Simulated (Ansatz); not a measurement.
NaNbCu₂S₄ in space group Ama2 (No. 40; Pearson symbol oS32), DFT-LDA in the program Ansatz with PAW potentials. The conduction-band minimum lies on the Δ0–Γ line, 11 % of the way from Δ0, with 4 equivalent valleys. Second derivatives d²E/dk² of the lowest band at one valley (eV·Å²), along Cartesian directions:

```tsv
direction	d²E/dk²
[100]	11.64
[010]	1.167
[001]	3.308
[110]	6.407
[101]	7.476
[011]	2.229
```

Find the principal effective masses, the density-of-states mass and the conductivity mass.

Off-diagonal terms follow from H_xy = H[110] − (H_xx + H_yy)/2, and m*/mₑ = 7.620 eV·Å² over each eigenvalue: 0.65, 2.3, 6.5. One valley's DOS mass (m₁m₂m₃)^(1/3) = 2.1, conductivity mass 3/(Σ 1/mᵢ) = 1.4 mₑ.

What effective density of states Nc follows at 300 K for parabolic valleys?

Nc = 2.509e19 × 4 × (2.1)^(3/2) ≈ 3.1e20 cm⁻³.

The workflow started from a Materials Project entry (that database holds measured and hypothetical structures alike); the Crystallography Open Database files this formula in space group No. 40, but the cells were not matched. Its standing as an ambient phase is unchecked. Symmetry was held in the LDA relaxation; its stability against distortions is not shown here. The run is not spin-polarised. Spin–orbit coupling is left out wherever it is not named.

Potentials: the later of the program's two PAW sets.

Edges and masses are those of Kohn–Sham bands, whose gap is no quasiparticle gap.
